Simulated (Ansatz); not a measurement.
A distorted cell of HgTe (zinc blende):

```xyz
2
Lattice="0.0000 3.2549 3.2549 3.2549 0.0000 3.2549 3.2549 3.2549 0.0000" Properties=species:S:1:pos:R:3 pbc="T T T"
Te     5.2430     5.2430     4.8823
Hg     0.0000     0.0000     0.0000
```

Calculation: PBEsol (plane waves to 420 eV, PAW, scalar-relativistic; Ansatz, a program for electronic structure). k mesh 7×7×7 (Γ-centred), Fermi-Dirac smearing 0.05 eV. E stands for the smeared free energy. Compression counts positive. With partly filled bands, energies and forces of such displacements shift with the k mesh and the smearing. At this level the bands of HgTe touch or barely overlap. HgTe was relaxed with its symmetry unable to fall. Spin-orbit coupling is left out, though Hg and Te are heavy.

Problem. What forces act on the atoms (eV/Å, Cartesian)?

Solution. 
| atom | Fx | Fy | Fz |
|---|---|---|---|
| Te1 | -1.950 | -1.950 | -2.121 |
| Hg2 | 1.950 | 1.950 | 2.121 |

Problem. Give the stress tensor in GPa and the pressure.

Solution. 
```
    3.6      5.0      6.5
    5.0      3.6      6.5
    6.5      6.5      6.9
```
The pressure, a third of the trace, is 4.7 GPa.

Problem. In it atom 1 sits (0.361, 0.361, 0.000) Å away from its relaxed site. What is its energy relative to the relaxed cell?

Solution. 577 meV/cell.

(A displaced cell: forces are minus the slopes of the energy, force constants its curvatures, and phonons follow from these.)
